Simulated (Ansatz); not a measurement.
# Ir (diamond): energy against volume

All numbers below come from DFT, BLYP, plane waves (420 eV) with PAW, scalar-relativistic in Ansatz. (PAW data from PBE, frozen cores regenerated.)

The cell is scaled uniformly from the relaxed one, with fractional coordinates and shape fixed. Energies are extrapolated to zero smearing, pressures are those at the given smearing. Magnetic state: spin not included.

A Birch-Murnaghan fit gives V₀ = 22.59 Å³/atom, B₀ = 159 GPa, B₀′ = 5.1.

Problem. What are the energy above the minimum and the pressure at 21.731 Å³/atom?

Solution. 17.5 meV/atom and 7.11 GPa as computed.

Problem. What are the energy above the minimum and the pressure at 23.542 Å³/atom?

Solution. 18.3 meV/atom and -5.63 GPa as computed.

Problem. What are the energy above the minimum and the pressure at 24.447 Å³/atom?

Solution. 64.6 meV/atom and -9.99 GPa as computed.
